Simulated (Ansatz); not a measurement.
GaSb (zinc blende)

```yaml
crystal:
  lattice:
    - [0.00000, 3.05600, 3.05600]
    - [3.05600, 0.00000, 3.05600]
    - [3.05600, 3.05600, 0.00000]
  atoms:
    - { symbol: Sb, position: [0.75000, 0.75000, 0.75000] }
    - { symbol: Ga, position: [0.00000, 0.00000, 0.00000] }
```

This relaxed cell (volume V₀) is scaled evenly in all directions, its shape held. Symmetry pins the atoms to their sites.

Computed with PBEsol (plane waves to 420 eV, PAW, scalar-relativistic; Ansatz, a program for electronic structure). k mesh 13×13×13 (Γ-centred), Fermi-Dirac smearing 0.05 eV. Energies are smeared free energies. Stress and pressure are positive under compression. At this level the bands of GaSb touch or barely overlap; measurements give the solid a gap. GaSb was relaxed with its symmetry unable to fall. Spin-orbit coupling is left out, though Sb is heavy. The PAW data are Ansatz's earlier set. The zero of ΔE is the relaxed starting cell. The last digit holds for this mesh only.

```json
[
 {"V (Å³/atom)": "26.828", "ΔE (meV/atom)": "18.5"},
 {"V (Å³/atom)": "27.256", "ΔE (meV/atom)": "10.1"},
 {"V (Å³/atom)": "27.684", "ΔE (meV/atom)": "withheld"},
 {"V (Å³/atom)": "28.112", "ΔE (meV/atom)": "1.0"},
 {"V (Å³/atom)": "28.540", "ΔE (meV/atom)": "0.0"},
 {"V (Å³/atom)": "28.969", "ΔE (meV/atom)": "1.0"},
 {"V (Å³/atom)": "29.397", "ΔE (meV/atom)": "3.9"},
 {"V (Å³/atom)": "29.825", "ΔE (meV/atom)": "8.6"},
 {"V (Å³/atom)": "30.253", "ΔE (meV/atom)": "14.9"}
]
```

Problem. Fit a third-order Birch-Murnaghan form (E₀, V₀, B₀, B₀′ free) to the given rows and predict ΔE at V = 27.684.

Solution. Least squares on the 8 given rows: ΔE = E₀ + (9V₀B₀/16)·y²·[2 + (B₀′ − 4)y], y = (V₀/V)^(2/3) − 1, with V₀ = 28.539 Å³/atom, B₀ = 51.69 GPa (160.2 GPa = 1 eV/Å³; the term in eV is multiplied by 1000), B₀′ = 4.52, E₀ = -0.03 meV/atom; root-mean-square residual 0.02 meV/atom. At 27.684 the fit gives 4.3 meV/atom; the calculation gives 4.3 meV/atom, the same to the digits shown. For the pressure the fit gives 1.7 GPa against the computed 1.7 GPa.

(A scan under strain: stresses follow from slopes of the energy per volume, elastic moduli from its curvatures.)
